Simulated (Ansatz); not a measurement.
Ga-71 nuclear quadrupole resonance in Ca3Ga3N5

Cell: a computed structure from the Materials Project (it need not be an observed phase), ions relaxed with PBE at fixed cell.

```cif
data_Ca3Ga3N5
_symmetry_space_group_name_H-M 'P-1'
_symmetry_Int_Tables_number 2
_cell_length_a 5.9105
_cell_length_b 6.8834
_cell_length_c 8.4757
_cell_angle_alpha 107.476
_cell_angle_beta 105.465
_cell_angle_gamma 95.175
loop_
_atom_site_label
_atom_site_type_symbol
_atom_site_symmetry_multiplicity
_atom_site_Wyckoff_symbol
_atom_site_fract_x
_atom_site_fract_y
_atom_site_fract_z
Ca1 Ca 2 i 0.8180 0.4117 0.6073
Ca3 Ca 2 i 0.6593 0.8653 0.8785
Ca5 Ca 2 i 0.6555 0.6374 0.1972
Ga7 Ga 2 i 0.9060 0.3115 0.9689
Ga9 Ga 2 i 0.7121 0.9440 0.5631
Ga11 Ga 2 i 0.1351 0.8671 0.7158
N13 N 2 i 0.9703 0.1052 0.7791
N15 N 2 i 0.8497 0.6947 0.5092
N17 N 2 i 0.7563 0.5296 0.8897
N19 N 2 i 0.3960 0.9314 0.6176
N21 N 2 i 0.2848 0.7715 0.9031
```

One atom of each set is listed.

Computed with Ansatz: DFT, PBE, plane waves and PAW, scalar-relativistic, 420 eV cutoff, Γ-centred 5×5×4 k-points, Fermi–Dirac smearing 0.02 eV.

Ga-71: I = 3/2, Q = 107.0 mb (year-2017 value). Static lattice, zero field.

Task: At which frequencies do the Ga-71 NQR lines lie?

Result: For I = 3/2 there is one line, ν = (|C_Q|/2)(1 + η²/3)^½.

```
site  atoms  V_zz (10²¹ V/m²)  C_Q (MHz)     η  line frequencies (MHz)
 Ga7      2             -4.98      -12.9  0.90                    7.26
 Ga9      2              6.46       16.7  0.60                    8.83
Ga11      2             -5.53      -14.3  0.40                    7.34
```

Task: And for ⁶⁹Ga (I = 3/2, Q = 171.0 mb) on Ga9?

Result: C_Q scales with Q to 26.7 MHz, with lines at 14.1 MHz.
